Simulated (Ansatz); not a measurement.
**Question.** Write an Ansatz input for a single-point calculation of LaAs with PBEsol (scalar-relativistic), a cutoff of 420 eV (density cutoff 4 times that), a Γ-centred 10×10×10 mesh and Gaussian smearing of 0.05 eV, without spin polarisation. Forces, stress and eigenvalues are wanted. The structure:
```
CELL_PARAMETERS angstrom
0.0000000000 3.0893393176 3.0893393176
3.0893393176 0.0000000000 3.0893393176
3.0893393176 3.0893393176 0.0000000000
ATOMIC_POSITIONS crystal
La 0.5000000000 0.5000000000 0.5000000000
As 0.0000000000 0.0000000000 0.0000000000
```

**Answer.** 
```yaml
crystal:
  lattice:
    - [0.0, 3.0893393176, 3.0893393176]
    - [3.0893393176, 0.0, 3.0893393176]
    - [3.0893393176, 3.0893393176, 0.0]
  atoms:
    - { symbol: La, position: [0.5, 0.5, 0.5] }
    - { symbol: As, position: [0.0, 0.0, 0.0] }
basis:
  ecutwfc: 420
  ecutrho_ratio: 4
kpoints:
  mp_grid: { grid: [10, 10, 10] }
hamiltonian:
  xc: pbesol
scf:
  occupations: { method: gaussian, width: 0.05 }
output:
  forces: true
  stress: true
  eigenvalues: true
```

Launched as:
```sh
ansatz run input.yaml --threads 4 --pin off --max-ram 8192MiB --backend cpu --events-out ev --progress --plain --runs-dir out
```

Run as written, it has 26 valence electrons, 1139 plane waves at Γ, 48 symmetry operations and 47 irreducible k-points; it took 6 SCF iterations in all. Cost: 0.96 s on 4 threads of Arm Neoverse V1 (shared host), peak memory 0.39 GiB.

The start was a prototype's sites filled with these elements; the Crystallography Open Database holds the compound in this structure.
